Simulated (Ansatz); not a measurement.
CsPbCl$_{3}$ (cubic perovskite, Pm-3m), PBE (plane waves, PAW; program Ansatz), all energies at zero smearing, with the estimated change up to a 700 eV cutoff added, with one set of potentials and settings (totals compare only within such a set). Cell of 5 atoms (1 Pb, 3 Cl, 1 Cs): -20823.348 eV.

```
element                reference phase  E (eV/atom)
-------  -----------------------------  -----------
Pb          Fm-3m, 1 atoms in the cell  -11906.4191
Cl           Cmce, 4 atoms in the cell   -1079.4982
Cs       P6_3/mmc, 2 atoms in the cell   -5670.7673
```

Formation energy per atom, worked out: (-20823.348 − 1×(-11906.4191) − 3×(-1079.4982) − 1×(-5670.7673))/5 = -1.533 eV/atom (-148 kJ per mol of atoms), at 0 K, without zero-point energy or fitted corrections.

This is a known high-temperature phase of the composition, computed here at zero pressure and temperature. The cell was relaxed with PBE under the symmetry of its start; phonons on a q-mesh show weakly imaginary modes. The references are the lowest solids computed at this level, not always the standard phases (solids in place of the gases). Scalar-relativistic: spin–orbit coupling is off unless named, which matters more the heavier the elements.

Potentials: the later of the program's two PAW sets.
